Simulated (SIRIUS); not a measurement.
Consider a self-consistent single point of Bi2Se3 (R-3m, 5 atoms in the cell; from Materials Project mp-541837, changed as shown).

```
Bi2Se3
1.0
    2.05377     1.18575     9.77670
   -2.05377     1.18575     9.77670
    0.00000    -2.37149     9.77670
Bi Se
2 3
Cartesian
  0.00000   0.00000  11.68629
  0.00000   0.00000  17.64382
  0.00000   0.00000   0.00000
  0.00000   0.00000   6.32700
  0.00000   0.00000  23.00311
```

Method: PBE, GBRV PBE ultrasoft pseudopotentials (plane waves; SIRIUS 7.12.0).

SIRIUS settings:

```
key                                                                   value
--------------------------------------  -----------------------------------
parameters.ngridk                                                     6 6 6
parameters.xc_functionals                      [XC_GGA_X_PBE, XC_GGA_C_PBE]
parameters.gk_cutoff                                           6.325 1/bohr
parameters.pw_cutoff                                          14.143 1/bohr
parameters.smearing                                             fermi_dirac
parameters.smearing_width                                     0.00183747 Ha
potentials                              GBRV PBE ultrasoft pseudopotentials
parameters.electronic_structure_method                      pseudopotential
parameters.num_bands                                                     29
parameters.num_mag_dims                                                   0
parameters.num_dft_iter                                                 100
parameters.energy_tol                                              1e-07 Ha
parameters.density_tol                                                1e-06
mixer.type                                                         anderson
mixer.beta                                                              0.5
mixer.use_hartree                                                     false
```

**Question.** Estimate, at this level of theory: gap on the k-point mesh, pressure and largest force (vector length).

**Answer.** The run gave:

- Gap on the k-point mesh = 0.41 eV
- Pressure = 3.46 GPa
- Largest force (vector length) = 0.452 eV/Å

Gaps are taken between levels on the mesh.

For comparison: a first run was changed to give this one (lattice scaled by 0.98), and from it to this one the free energy goes up by 19.8 meV/atom, the pressure goes from -0.32 to 3.46 GPa, the largest force goes from 0.052 to 0.452 eV/Å and the gap on the mesh goes from 0.439 to 0.414 eV.

Spin-orbit coupling is left out, which matters for bands and gaps with elements this heavy. The structure comes from a collection of computed structures, made at another level of theory; the collection holds predicted forms beside known ones.

Cost on one core: around 7 core-minutes (rough).
